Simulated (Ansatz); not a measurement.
Given:

ZnS (zinc blende)

```xyz
2
Lattice="0.0000 2.7217 2.7217 2.7217 0.0000 2.7217 2.7217 2.7217 0.0000" Properties=species:S:1:pos:R:3 pbc="T T T"
S      4.0826     4.0826     4.0826
Zn     0.0000     0.0000     0.0000
```

The atoms are displaced by Q × the pattern below (from a DFPT mode at Γ, largest move 1; Q in Å), at fixed cell. It is one choice among 3 degenerate patterns.

```
atom      x      y       z
----  -----  -----  ------
S1    0.000  0.000  -1.000
Zn2   0.000  0.000   0.490
```

All values below come from PBE (plane waves to 420 eV, PAW, scalar-relativistic; Ansatz, a program for electronic structure). k mesh 10×10×10 (Γ-centred), Fermi-Dirac smearing 0.05 eV. The energy includes the smearing's −TS. The PAW data are Ansatz's earlier set. ZnS was relaxed with its symmetry unable to fall. The zero of ΔE is the undisplaced structure.

The scan covers Q from -0.100 to 0.100 Å in 13 points.

Q: Which space group does the distorted structure have?

A: Imm2 (No. 44), lowered from F-43m.

Q: Is the energy the same for equal positive and negative displacements?

A: Even: the same for both signs.

Q: What is the energy change at Q = 0.100 Å?

A: 59.1 meV/cell.

Q: What harmonic wavenumber does the curvature at Q = 0 give?

A: 260 cm⁻¹.

(A displaced cell: forces are minus the slopes of the energy, force constants its curvatures, and phonons follow from these.)
